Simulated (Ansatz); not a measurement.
FeSi₂:
```yaml
crystal:
  lattice:
    - [2.68457, 0.00000, 0.00000]
    - [0.00000, 2.68457, 0.00000]
    - [0.00000, 0.00000, 5.09995]
  atoms:
    - { symbol: Fe, position: [0.50000, 0.50000, 0.00000], spin: 0.2 }
    - { symbol: Si, position: [0.00000, 0.00000, 0.27076] }
    - { symbol: Si, position: [0.00000, 0.00000, 0.72924] }
```

Relaxed with r²SCAN. Special points in fractions of this cell's reciprocal vectors: Γ (0.000, 0.000, 0.000); X (0.000, 0.500, 0.000); M (0.500, 0.500, 0.000); Z (0.000, 0.000, 0.500); R (0.000, 0.500, 0.500); A (0.500, 0.500, 0.500).

Question: List the band energies nearest the Fermi level at these points for r²SCAN in the plane-wave PAW code Ansatz.

Answer: In eV from the Fermi level; about four levels below and three above (degenerate sets whole), none deeper than 8.9 eV; points with the same levels are listed once.

```tsv
k	below	above
Γ ↑	-1.85 -1.75 -1.75 -0.95	4.75 4.75 7.02
X ↑	-3.41 -2.43 -1.32 0.00	1.52 2.38 8.12
M ↑	-4.86 -4.86 -3.59 -2.45 -0.03	0.83 2.71 3.05 3.05
Z ↑	-2.52 -1.79 -1.79 -0.95	2.58 5.96 5.96
R ↑	-3.46 -2.66 -2.42 -1.34	0.45 2.46 5.07
A ↑	-3.66 -3.66 -2.01 -0.03	0.31 0.31 1.27
Γ ↓	-1.62 -1.61 -1.61 -0.89	4.74 4.74 7.01
X ↓	-4.19 -3.12 -2.39 -1.17	0.41 1.64 2.67
M ↓	-4.87 -4.87 -3.59 -2.31	0.72 0.80 2.85
Z ↓	-2.54 -1.66 -1.66 -0.88	2.77 5.93 5.93
R ↓	-3.39 -2.38 -2.35 -1.18	1.00 2.46 5.15
A ↓	-4.81 -3.70 -3.70 -1.81	0.44 0.44 0.72
```

Space group P4/mmm. The workflow started from an entry of the Crystallography Open Database (COD), which files this formula under 2 space groups. Its standing as an ambient phase is unchecked. The cell was relaxed with r²SCAN under the symmetry of its start; its stability against distortions is not shown here. The final state is ferromagnetic, the only order run, not a proven ground state. The cell computed holds one magnetic atom, so no antiferromagnetic order was within reach. Other orbital occupations within this spin state were not tried.

Potentials: the later of the program's two PAW sets.
